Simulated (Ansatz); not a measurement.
MnAu$_{2}$ (MoSi2 or CaC2 type, I4/mmm) at seven volumes, plane-wave PAW PBEsol (Ansatz code), shape and atoms relaxed at each. One row is withheld.

| V (Å³/atom) | P (GPa) |
|---|---|
| 14.560 | 18.71 |
| 15.040 | 11.25 |
| 15.520 | ? |
| 16.000 | 0.00 |
| 16.480 | -4.16 |
| 16.960 | -7.57 |
| 17.440 | -10.31 |

Problem. Fit the shown pressures and predict the withheld one.

Solution. P = (3/2)B₀(x^(7/2) − x^(5/2))[1 + (3/4)(B′ − 4)(x − 1)] with x = (V₀/V)^(2/3). Least squares on the six rows gives V₀ = 16.000 Å³/atom, B₀ = 153 GPa, B′ = 5.59. At V = 15.520, x = 1.0205 and P = 5.07 GPa. The run itself gave 5.07 GPa.

The workflow started from an entry of the Crystallography Open Database (COD). Whether it is the stable phase at ambient conditions was not checked. Symmetry was held in the PBEsol relaxation; its stability against distortions is not shown here. Spin order of the final state: ferromagnetic, chosen from 4 collinear starts compared on coarse meshes (ties went to the first, and starts can fall back to one state), not a proven ground state. Spin–orbit coupling is left out wherever it is not named.

Potentials: the later of the program's two PAW sets.
